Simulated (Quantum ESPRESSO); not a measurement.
## Band energies of ScCu

```xyz
2
Lattice="3.2409 0.0000 0.0000 0.0000 3.2409 0.0000 0.0000 0.0000 3.2409" Properties=species:S:1:pos:R:3 pbc="T T T"
Sc     1.6204     1.6204     1.6204
Cu     0.0000     0.0000     0.0000
```

norm-conserving PBEsol (Quantum ESPRESSO, 92 Ry, no spin-orbit coupling); path ΓXMΓRX,MR; energies in eV from the Fermi level.

| k (1/Å) | point | band 11 | band 12 | band 13 | band 14 | band 15 | band 16 | band 17 | band 18 |
|---|---|---|---|---|---|---|---|---|---|
| 0.00 | Γ | -3.82 | -2.94 | -2.94 | -2.94 | 0.57 | 0.57 | 3.26 | 3.26 |
| 0.54 |  | -3.55 | -3.00 | -3.00 | -2.88 | -0.10 | 0.43 | 2.01 | 2.01 |
| 0.97 | X | -3.33 | -3.05 | -3.05 | -2.83 | -2.04 | 0.31 | 1.43 | 1.43 |
| 1.18 |  | -3.37 | -3.08 | -2.89 | -2.73 | -2.06 | 0.46 | 1.36 | 1.56 |
| 1.72 |  | -3.25 | -3.23 | -2.70 | -1.94 | -0.55 | 0.44 | 1.16 | 2.46 |
| 1.94 | M | -3.28 | -3.28 | -2.58 | -1.77 | 0.13 | 0.13 | 0.95 | 2.60 |
| 2.36 |  | -3.20 | -3.11 | -2.93 | -2.70 | -0.31 | 0.33 | 1.30 | 2.27 |
| 2.89 |  | -3.61 | -3.01 | -3.00 | -2.90 | 0.49 | 0.54 | 2.08 | 2.49 |
| 3.31 | Γ | -3.82 | -2.94 | -2.94 | -2.94 | 0.57 | 0.57 | 3.26 | 3.26 |
| 3.51 |  | -3.78 | -2.95 | -2.95 | -2.92 | 0.56 | 0.56 | 2.92 | 3.13 |
| 4.00 |  | -3.40 | -3.12 | -3.12 | -3.05 | 0.54 | 0.54 | 1.64 | 2.08 |
| 4.59 |  | -3.38 | -2.84 | -2.84 | -2.39 | -0.82 | -0.82 | 3.04 | 3.04 |
| 4.99 | R | -3.42 | -2.56 | -2.56 | -1.48 | -1.48 | -1.48 | 3.07 | 4.00 |
| 5.09 |  | -3.42 | -2.60 | -2.58 | -1.53 | -1.45 | -1.41 | 3.19 | 3.87 |
| 5.67 |  | -3.30 | -3.20 | -3.20 | -2.10 | -1.37 | 0.15 | 1.67 | 2.54 |
| 6.16 |  | -3.38 | -3.08 | -2.88 | -2.78 | -2.05 | 0.44 | 1.31 | 1.61 |
| 6.36 | X | -3.33 | -3.05 | -3.05 | -2.83 | -2.04 | 0.31 | 1.43 | 1.43 |
| 6.36 | M | -3.28 | -3.28 | -2.58 | -1.77 | 0.13 | 0.13 | 0.95 | 2.60 |
| 6.68 |  | -3.32 | -3.32 | -2.57 | -1.73 | -0.44 | -0.44 | 1.43 | 3.46 |
| 7.33 | R | -3.42 | -2.56 | -2.56 | -1.48 | -1.48 | -1.48 | 3.07 | 4.00 |

A metal at this level: along this path bands 15, 16 cross the Fermi level.

Geometry of the Materials Project entry, not relaxed at this level.
